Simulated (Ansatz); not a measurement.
C2CuSe2, first-principles data

C$_{2}$CuSe$_{2}$:
```
C2CuSe2
1.0
    9.13096     0.00000     0.00000
   -4.56548     7.90764     0.00000
    0.00000     0.00000     3.68509
C Se Cu
6 6 3
Direct
  0.17765   0.08883   0.00000
  0.91117   0.08883   0.00000
  0.91117   0.82235   0.00000
  0.82235   0.91117   0.00000
  0.08883   0.91117   0.00000
  0.08883   0.17765   0.00000
  0.41516   0.20758   0.00000
  0.79242   0.20758   0.00000
  0.79242   0.58484   0.00000
  0.58484   0.79242   0.00000
  0.20758   0.79242   0.00000
  0.20758   0.41516   0.00000
  0.50000   0.00000   0.00000
  0.00000   0.50000   0.00000
  0.50000   0.50000   0.00000
```

Space group P6/mmm (No. 191); conventional cell a = 9.1310 Å, b = 9.1310 Å, c = 3.6851 Å, α = 90.00°, β = 90.00°, γ = 120.00°.

Method: r²SCAN+D4 in the plane-wave PAW code Ansatz. Structure relaxed to zero pressure with the same functional. Other levels are named where they apply.

### Cell and energy

* **Volume per atom**: 17.74 Å³
* **Density**: 4.60 g/cm³
* **Formation energy from the elements (no fitted shifts)**: 0.23 eV/atom

### Electronic structure

Electronic character: metallic (no gap)
Density of states at the Fermi level: 0.19 states/eV per atom (mean over ±0.08 eV)

### Mechanics

Bulk modulus (Birch–Murnaghan fit): 25.2 GPa
Pressure derivative B′: 8.5
Elastic constants (relaxed ions, GPa): C11 = 226, C12 = 96.4, C13 = 6.2, C33 = 28.9, C44 = -2.7
Mechanical stability: unstable (C has a negative eigenvalue)

A made-up cell: these elements were put on the sites of a structure type; neither database checked (COD, Materials Project) lists it. Its standing as an ambient phase is unchecked. The cell was relaxed with r²SCAN+D4 under the symmetry of its start. The run is not spin-polarised. With an odd number of electrons in the cell and no spin polarisation, the count alone makes it a metal. As this level gives no gap, shear constants depend on the k-mesh and smearing (Fermi–Dirac, 0.1 eV here). The references are the lowest solids computed at this level, not always the standard phases. Scalar-relativistic: spin–orbit coupling is off unless named, which matters more the heavier the elements.

Potentials: the later of the program's two PAW sets.
